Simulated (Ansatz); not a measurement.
The relaxed structure here is a generated cell of BeNi: the first start was made by placing the elements on the sites of a structure type, and the end was not matched to a known phase here, so it may be hypothetical.

The start is a generated cell, BeNi built in the AFLOW prototype AB_oP8_62_c_c (B29, as in SnS). Cell shape, volume and atoms are optimised at zero target pressure with PBEsol (plane waves to 420 eV, PAW, scalar-relativistic; Ansatz, a quantum-chemistry and plane-wave program). The first steps use a coarse 4×11×11 k-mesh.

The start:
```
CELL_PARAMETERS angstrom
      7.94843     0.00000     0.00000
      0.00000     2.83101     0.00000
      0.00000     0.00000     3.07771
ATOMIC_POSITIONS crystal
  Ni 0.61937 0.25000 0.38060
  Ni 0.11937 0.25000 0.11940
  Ni 0.38063 0.75000 0.61940
  Ni 0.88063 0.75000 0.88060
  Be 0.35070 0.25000 0.02010
  Be 0.85070 0.25000 0.47990
  Be 0.64930 0.75000 0.97990
  Be 0.14930 0.75000 0.52010
```
Spin-polarised start, with parallel moments on Ni.

### Question
What pressure does the first self-consistent step give?

### Answer
+29.8 GPa (positive: the cell is compressed).

### Question
Which atoms feel the largest initial force, and how large is it?

### Answer
3.71 eV/Å, on Be5, Be6, Be7, Be8 (atoms numbered as listed).

### Question
What symmetry does the relaxed structure have?

### Answer
The space group goes from Pnma (No. 62) to Cmcm (No. 63), with 4 atoms in the primitive cell.

### Question
How much energy is released per atom?

### Answer
0.82 eV/atom.

### Question
How does the volume change?

### Answer
+1.5 %, from 8.66 to 8.79 Å³/atom.

### Question
How do the shortest distances between atoms change?

### Answer
The closest pairs of elements (up to four, under 3.6 Å), start → end: Be–Ni 1.86 → 2.18 Å; Be–Be 2.63 → 2.16 Å; Ni–Ni 2.48 → 2.45 Å.

### Question
What magnetic moments remain?

### Answer
Zero (the starting moments vanished).

### Question
What does it relax into? Give the structure.

### Answer

Space group Cmcm (No. 63); a = 2.446 Å, b = 8.185 Å, c = 3.511 Å, α = β = γ = 90.00°

```tsv
atom	site	symmetry	x	y	z
Ni	4c	m2m	0.0000	0.1574	0.7500
Be	4c	m2m	0.0000	0.5765	0.2500
```
(The calculation used a cell of 4 atoms; values per cell refer to that cell.)

Final values are on a 16×16×11 k-mesh of the relaxed cell. No spin polarisation in the result: the starting moments vanished. A magnetic state may lie lower.

The run could not lose the symmetry of its start: the end is stationary, and may be a saddle point rather than a minimum.
